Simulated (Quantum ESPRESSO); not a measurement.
# Ga3GeN3C: a curve over strain

Computed values, not a measurement. The program is pw.x of Quantum ESPRESSO 7.5 (plane-wave density functional theory). The cell is made up: 8 atoms on a zincblende/diamond lattice, with randomly drawn elements, strain and displacements, not relaxed. PseudoDojo standard norm-conserving files (v0.5 for PBE, v0.4.1 for LDA and PBEsol) set the functional; there is no spin polarisation, spin-orbit coupling or dispersion term, and the masses in the input are unused placeholders.

Seven runs add a strain to one cell (the same along x and y); the atoms follow the cell and are not relaxed. Stress in the table is positive in tension.

Input of the run at -0.0009:

```
&control calculation='scf', pseudo_dir='./dojo.nc.sr.pbe.v0_5.standard.upf', outdir='./o', disk_io='low', tprnfor=.true., tstress=.true. /
&system ibrav=0, nat=8, ntyp=4, nbnd=42, ecutwfc=84.00895049, nosym=.true., tot_charge=0,
 occupations='smearing', smearing='fd', degauss=0.0018374661
/
&electrons conv_thr=7.350e-09, electron_maxstep=60, /
ATOMIC_SPECIES
C 1.0 C.upf
Ga 1.0 Ga.upf
Ge 1.0 Ge.upf
N 1.0 N.upf
CELL_PARAMETERS angstrom
4.6474 0.0 0.0
0.0 4.6474 0.0
0.0 0.0 4.6516
ATOMIC_POSITIONS angstrom
Ga -0.0296 -0.0356 -0.0116
Ge -0.0416 2.2619 2.4138
Ga 2.3548 0.0387 2.2023
Ga 2.308 2.4724 0.1388
N 1.1037 1.3043 1.0686
N 1.0142 3.4794 3.4395
N 3.5509 1.1773 3.5233
C 3.5126 3.4623 1.1665
K_POINTS automatic
4 4 4 1 1 1
```

```
added strain  free energy less that of the input shown (eV)  stress xx (GPa)  stress yy (GPa)  stress zz (GPa)  stress xy (GPa)  pressure (GPa)  next band up at Gamma (eV)  iterations
     -0.0228                                        -0.0121            -3.85            -3.50             1.52            -3.56            1.94                       1.394          11
     -0.0186                                        -0.0268            -2.20            -1.82             2.52            -3.37            0.50                       1.346          12
     -0.0143                                        -0.0332            -0.57            -0.18             3.48            -3.19           -0.91                       1.293          12
     -0.0066                                        -0.0237             2.18             2.60             5.08            -2.88           -3.29                       1.191          12
     -0.0009                                         0.0000             4.09             4.53             6.18            -2.67           -4.93                       1.113          12
     +0.0130                                         0.1140             8.34             8.82             8.54            -2.19           -8.57                       0.920          12
     +0.0190                                         0.1860            10.00            10.50             9.43            -2.00           -9.98                       0.837          12
```

A cubic fit gives a slope of stress xx against the added strain of 324 GPa at zero added strain, with the atoms clamped. Across the table the free energy follows the integral of the stress to within 1.1 meV. A rerun of one of the cells at 1437 eV and a 6 x 6 x 6 mesh moved values by no more than 0.005 eV in energy, 0.02 GPa in stress and 0.002 eV/Å in force. The band column is the level of band 37 at Gamma less that of band 36, whose number is half the electron count, rounded up; it comes from a band step after each run.